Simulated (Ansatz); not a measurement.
Cu:
```cif
data_Cu4
_chemical_formula_sum 'Cu4'
_space_group_name_H-M_alt 'Fm-3m'
_space_group_IT_number 225
_space_group_name_Hall '-F 4 2 3'
_cell_length_a 3.62794
_cell_length_b 3.62794
_cell_length_c 3.62794
_cell_angle_alpha 90.000
_cell_angle_beta 90.000
_cell_angle_gamma 90.000
loop_
_atom_site_label
_atom_site_type_symbol
_atom_site_symmetry_multiplicity
_atom_site_Wyckoff_symbol
_atom_site_fract_x
_atom_site_fract_y
_atom_site_fract_z
_atom_site_occupancy
Cu1 Cu 4 a 0.00000 0.00000 0.00000 1
```
(The calculation used a cell of 1 atom; values per cell refer to that cell.)

Relaxed with plane-wave PAW PBE (Ansatz code). Indices refer to the conventional cell of Fm-3m, a = b = c = 3.628 Å, α = β = γ = 90.00°.

### Question
Simulate the powder diffraction pattern (Cu Kα, λ = 1.54184 Å; lines above 1 %) up to 2θ = 90°.

### Answer
Simulated powder pattern, Cu Kα, λ = 1.54184 Å (kinematic, ideal powder, no thermal factors, no anomalous dispersion; the 30 strongest lines at most, above 1 %, up to 2θ = 90°):

| 2θ (°) | d (Å) | I/Imax (%) | hkl |
|---|---|---|---|
| 43.19 | 2.095 | 100 | (111) |
| 50.30 | 1.814 | 47 | (200) |
| 73.89 | 1.283 | 27 | (220) |
| 89.62 | 1.094 | 31 | (311) |

The cell was relaxed with PBE under the symmetry of its start. No spin polarisation was allowed.

Potentials: the earlier of the program's two PAW sets.
